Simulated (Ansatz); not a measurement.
# Course of a relaxation: Lu2Si2O

The guess for Lu2Si2O was made by a generator: random cell by space group and Wyckoff sites (P4/mmm, No. 123). The dimensions are guesses.

```
Lu Si O
1.0
     3.87817    0.00000    0.00000
     0.00000    3.87817    0.00000
     0.00000    0.00000    6.86350
Lu Si O
2 2 1
Direct
  0.50000 0.50000 0.21605
  0.50000 0.50000 0.78395
  0.00000 0.00000 0.38542
  0.00000 0.00000 0.61458
  0.00000 0.00000 0.00000
```

Theory: DFT PBE, scalar-relativistic, plane waves, PAW in Ansatz. Cutoff 420 eV, Gaussian smearing, Γ-centred meshes. Cell and atoms relax first on a coarse mesh and then on a finer one. In between, the cell is made exact in the group found at 0.06 Å. In metals the finer mesh still leaves noise of several meV/atom or more. The steps can't lower the symmetry of their start. No spin polarisation.

Steps on the 4×4×4 mesh (5 atoms, 14 steps). The free energy counts from the last step; the plane-wave basis is renewed at times, which shifts energy and pressure.

| step | ΔF (meV/atom) | V (Å³/atom) | P (GPa) | largest force component (eV/Å) |
| --- | --- | --- | --- | --- |
| 1 | 2292.6 | 20.65 | 20.94 | 33.103 |
| 2 | 903.3 | 19.41 | 8.30 | 7.244 |
| 3 | 624.2 | 18.97 | 5.06 | 2.953 |
| 4 | 427.0 | 18.93 | 2.65 | 0.932 |
| 5 | 260.9 | 18.66 | 0.04 | 0.411 |
| 6 | 141.1 | 18.12 | -1.75 | 0.886 |
| 7 | 57.7 | 16.92 | -1.15 | 0.626 |
| 8 | 46.1 | 16.30 | 2.57 | 0.397 |
| 9 | 43.2 | 16.74 | -0.89 | 0.085 |
| 10 | 42.7 | 16.63 | -0.04 | 0.015 |
| 11 | 6.0 | 16.63 | 1.91 | 0.015 |
| 12 | 0.4 | 16.77 | 0.38 | 0.028 |
| 13 | 0.3 | 16.81 | -0.03 | 0.005 |
| 14 | 0.0 | 16.81 | 0.00 | 0.005 |

The relaxed structure, after a last relaxation on the converged mesh:

```
Lu Si O
1.0
     3.00174    0.00000    0.00000
     0.00000    3.00174    0.00000
     0.00000    0.00000    9.22114
Lu Si O
2 2 1
Direct
  0.50000 0.50000 0.16760
  0.50000 0.50000 0.83240
  0.00000 0.00000 0.37266
  0.00000 0.00000 0.62734
  0.00000 0.00000 0.00000
```

The symmetry stays P4/mmm (No. 123). The volume per atom shrinks by 19.5 %, from 20.6 to 16.6 Å³. The shortest distance goes from 1.57 Å (Si–Si) to 2.35 Å (Si–Si). The ratio c/a of the conventional cell changes by a factor of 1.74. The energy falls by about 2.3 eV/atom (the start's value is from the coarse mesh). Around Lu lie 4 O at 2.63 Å, 4 Si at 2.84 Å and 5 Lu at 3.00–3.09 Å; around Si lie 1 Si at 2.35 Å, 4 Lu at 2.84 Å, 4 Si at 3.00 Å and 1 O at 3.44 Å; O has 8 Lu at 2.63 Å, 4 O at 3.00 Å and 2 Si at 3.44 Å.

```json
{
 "Volume per atom": "16.62 Å³",
 "Density": "8.44 g/cm³",
 "Formation energy": "−0.84 eV/atom",
 "Gap on the 12×12×4 mesh of the 5-atom cell": "0 eV (a metal)"
}
```

Energies over the elements count from the elements' standard structures at the same level (O₂ as a molecule), with no fitted energy shifts.

The last run used Gaussian smearing of 0.10 eV. A structure relaxed within its symmetry needn't be a true minimum. In all, the 4 runs took 4.8 min on 1 thread of Arm Neoverse V2 (shared host). Another cell of Lu2Si2O relaxed alike, in P3m1, lies 133 meV/atom lower, so this cell isn't the stable form at this level.
